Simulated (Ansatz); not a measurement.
**GaFe₃ (Fm-3m): the volume from the results**

The reference geometry is a structure from the Materials Project; nothing is relaxed.

Settings: PBEsol, 8×8×8 k mesh, Fermi–Dirac smearing of 0.03 eV. PAW means Ansatz 0.2.0 on its default frozen-core files. Site moments are integrated in spheres about the atoms.

The run was typed so:

```yaml
crystal:
  lattice:
    - [0.0, 2.891594, 2.891594]
    - [2.891594, 0.0, 2.891594]
    - [2.891594, 2.891594, 0.0]
  atoms:
    - { symbol: Ga, position: [0.0, 0.0, 0.0] }
    - { symbol: Fe, position: [0.5, 0.5, 0.5], spin: 3.0 }
    - { symbol: Fe, position: [0.75, 0.75, 0.75], spin: 3.0 }
    - { symbol: Fe, position: [0.25, 0.25, 0.25], spin: 3.0 }
magnetization:
  spin_polarized: true
kpoints:
  mp_grid: { grid: [8, 8, 8] }
scf:
  occupations: { method: fermi_dirac, width: 0.03 }
  lower_state_search: "off"
hamiltonian:
  xc: pbesol
  pseudopotentials: { kind: paw }
output:
  forces: true
  stress: true
  eigenvalues: true
  populations: true
  write_density: true
  write_potential: true
  elf: true
  volumetric_format: npy
```

Command: `ansatz run input.yaml --threads 2 --pin off --max-ram 6144MiB --backend cpu --events-out ev --progress --plain --runs-dir out`

The cell is scaled evenly, and every run starts from the same moments. Some of the runs:

```csv
V/V₀,cell moment (μB),largest site moment (μB),F − F(V₀) (meV/atom)
0.86,5.29,2.23,37
1,6.16,2.43,0
1.25,7.89,2.73,382
```

Another run of the series gave cell moment (μB) = 7.02, largest site moment (μB) = 2.54, F − F(V₀) (meV/atom) = 118. At which V/V₀ was it made?
A. 0.96
B. 0.8
C. 1.04
D. 0.74
E. 1.1
F. 0.66
G. 0.92

E. V/V₀ = 1.1.

Another run of the series gave cell moment (μB) = 2.93, largest site moment (μB) = 1.94, F − F(V₀) (meV/atom) = 437. At which V/V₀ was it made?
A. 1.04
B. 1.1
C. 0.8
D. 0.74
E. 0.92
F. 0.96
G. 0.66

D. V/V₀ = 0.74.

The whole series:

```json
{"V/V₀": "0.66", "cell moment (μB)": "2.63", "largest site moment (μB)": "1.72", "F − F(V₀) (meV/atom)": "1121"}
{"V/V₀": "0.74", "cell moment (μB)": "2.93", "largest site moment (μB)": "1.94", "F − F(V₀) (meV/atom)": "437"}
{"V/V₀": "0.8", "cell moment (μB)": "3.09", "largest site moment (μB)": "2.07", "F − F(V₀) (meV/atom)": "175"}
{"V/V₀": "0.86", "cell moment (μB)": "5.29", "largest site moment (μB)": "2.23", "F − F(V₀) (meV/atom)": "37"}
{"V/V₀": "0.92", "cell moment (μB)": "5.84", "largest site moment (μB)": "2.37", "F − F(V₀) (meV/atom)": "-21"}
{"V/V₀": "0.96", "cell moment (μB)": "6.00", "largest site moment (μB)": "2.42", "F − F(V₀) (meV/atom)": "-22"}
{"V/V₀": "1", "cell moment (μB)": "6.16", "largest site moment (μB)": "2.43", "F − F(V₀) (meV/atom)": "0"}
{"V/V₀": "1.04", "cell moment (μB)": "6.40", "largest site moment (μB)": "2.45", "F − F(V₀) (meV/atom)": "40"}
{"V/V₀": "1.1", "cell moment (μB)": "7.02", "largest site moment (μB)": "2.54", "F − F(V₀) (meV/atom)": "118"}
{"V/V₀": "1.25", "cell moment (μB)": "7.89", "largest site moment (μB)": "2.73", "F − F(V₀) (meV/atom)": "382"}
```

The PAW files were made with PBE; the program remakes their cores once for the run's functional and then keeps them frozen. Under strong compression frozen cores are worth checking against an all-electron run. The Ansatz runs typed with the search for lower states off end where their start leads. The magnetic state is the one that this cell and start allow. It needn't be the compound's measured order, which may need a larger cell or be absent.
